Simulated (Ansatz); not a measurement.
Na2S: from a starting cell to a relaxed one

The start is a relaxed Na2S cell deformed by the Cartesian strain tensor (xx, yy, zz, yz, xz, xy) = (-0.027, 0.098, -0.034, -0.009, -0.086, 0.022). Cell shape, volume and atoms are optimised at zero target pressure with PBE (plane waves to 420 eV, PAW, scalar-relativistic; Ansatz, a quantum-chemistry and plane-wave program). First-step values are on the input's coarse k-mesh.

Ansatz input (later rounds restart from its end on a renewed k-mesh):
Ansatz 0.2 input:
```yaml
crystal:
  lattice:
    - [-0.2117938257, 3.5775096613, 3.1440711342]
    - [2.9125755572, 0.0426871277, 2.8895901808]
    - [3.2655652668, 3.6760184174, -0.3103025819]
  atoms:
    - { symbol: Na, position: [0.25, 0.25, 0.25] }
    - { symbol: Na, position: [0.75, 0.75, 0.75] }
    - { symbol: S, position: [0, 0, 0] }
basis: { ecutwfc: 420, ecutrho_ratio: 4, xc_grid: 2, fft_grid_basis: typed }
kpoints: { mp_grid: { grid: [6, 7, 6] } }
hamiltonian:
  xc: pbe
  dispersion: none
  pseudopotentials: { kind: paw }
scf: { occupations: { method: fermi_dirac, width: 0.05 } }
relax: { f_tol: 0.01, max_steps: 100, cell: { stress_tol: 0.02 } }
output: { forces: true, stress: true }
```

| Item | Result |
|---|---|
| Energy released | 78 meV/atom |
| Volume change | -2.3 %, from 24.16 to 23.61 Å³/atom |
| Relative to the parent | It returns to the parent structure, Fm-3m (No. 225) |
| Shortest distances (start → end) | The closest pairs of elements (up to four, under 3.6 Å), start → end: Na–S 2.71 → 2.84 Å; Na–Na 3.18 → 3.28 Å |
| Band gap at the end | 2.45 eV, direct at Γ (no spin-orbit coupling) |
| Optimiser moves | 6 |

It ends as:

```cif
data_Na8S4
_chemical_formula_sum 'Na8 S4'
_space_group_name_H-M_alt 'Fm-3m'
_space_group_IT_number 225
_space_group_name_Hall '-F 4 2 3'
_cell_length_a 6.56806
_cell_length_b 6.56806
_cell_length_c 6.56806
_cell_angle_alpha 90.000
_cell_angle_beta 90.000
_cell_angle_gamma 90.000
loop_
_atom_site_label
_atom_site_type_symbol
_atom_site_symmetry_multiplicity
_atom_site_Wyckoff_symbol
_atom_site_fract_x
_atom_site_fract_y
_atom_site_fract_z
_atom_site_occupancy
Na1 Na 8 c 0.25000 0.25000 0.25000 1
S1 S 4 a 0.00000 0.00000 0.00000 1
```
(The calculation used a cell of 3 atoms; values per cell refer to that cell.)

Final values are on a 9×9×9 k-mesh of the relaxed cell. No spin polarisation in the result.

The run could not lose the symmetry of its start.
